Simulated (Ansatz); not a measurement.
In, dhcp: geometry optimisation

Method: Ansatz, DFT, PBEsol, plane waves (420 eV) with PAW, scalar-relativistic. (PAW data from PBE, frozen cores regenerated.)

k-point mesh 11×11×3, Fermi-Dirac smearing 0.1 eV, no spin polarisation. Cell and atoms relax.

Starting structure:

```cif
data_structure
_symmetry_space_group_name_H-M 'P 1'
_symmetry_Int_Tables_number 1
_cell_length_a 3.3314
_cell_length_b 3.3314
_cell_length_c 10.8803
_cell_angle_alpha 90.000
_cell_angle_beta 90.000
_cell_angle_gamma 120.000
_cell_volume 104.57
loop_
_atom_site_label
_atom_site_type_symbol
_atom_site_fract_x
_atom_site_fract_y
_atom_site_fract_z
_atom_site_occupancy
In1 In 0.00000 0.00000 0.00000 1
In2 In 0.00000 0.00000 0.50000 1
In3 In 0.33333 0.66667 0.25000 1
In4 In 0.66667 0.33333 0.75000 1
```

Task: The pressure at the start is -0.9 GPa. By how much does the volume change?

Result: From 26.14 to 25.57 Å³ per atom, -2.2 %. The final cell has a = 3.314 Å, c = 10.758 Å (c/a = 3.247).

Task: How much energy does the relaxation gain?

Result: 1.8 meV per atom.

Path of the relaxation (the plane waves are chosen anew near the end, which can shift the energy a little):

```tsv
step	E − E(final) (meV/atom)	V (Å³/atom)	P (GPa)	max force (eV/Å)
0	1.79	26.144	-0.92	0.000
1	-0.11	25.540	0.07	0.000
2	-0.14	25.574	0.01	0.000
3	0.00	25.574	0.01	0.000
```
